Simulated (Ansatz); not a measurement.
HgO in space group P4_2/mmc (No. 131; Hg on 2c, O on 2e) at seven volumes, the program Ansatz at the PBE level (PAW), shape and atoms relaxed at each. One row is withheld.

```tsv
V (Å³/atom)	P (GPa)
16.434	8.48
16.976	5.27
17.518	2.45
18.060	0.00
18.602	-2.11
19.143	?
19.685	-5.41
```

### Question
Fit the shown pressures and predict the withheld one.

### Answer
P = (3/2)B₀(x^(7/2) − x^(5/2))[1 + (3/4)(B′ − 4)(x − 1)] with x = (V₀/V)^(2/3). Least squares on the six rows gives V₀ = 18.063 Å³/atom, B₀ = 74.7 GPa, B′ = 3.93. At V = 19.143, x = 0.9620 and P = -3.87 GPa. The run itself gave -3.89 GPa.

The cell is a constructed one: a structure type filled with these elements; neither database checked (COD, Materials Project) lists it. COD files the formula under space group No. 44, 62, so this cell is another polymorph or a model. Its standing as an ambient phase is unchecked. The cell was relaxed with PBE under the symmetry of its start; whether a distortion lowers the energy is not shown. Spin–orbit coupling is left out wherever it is not named.

Potentials: the later of the program's two PAW sets.
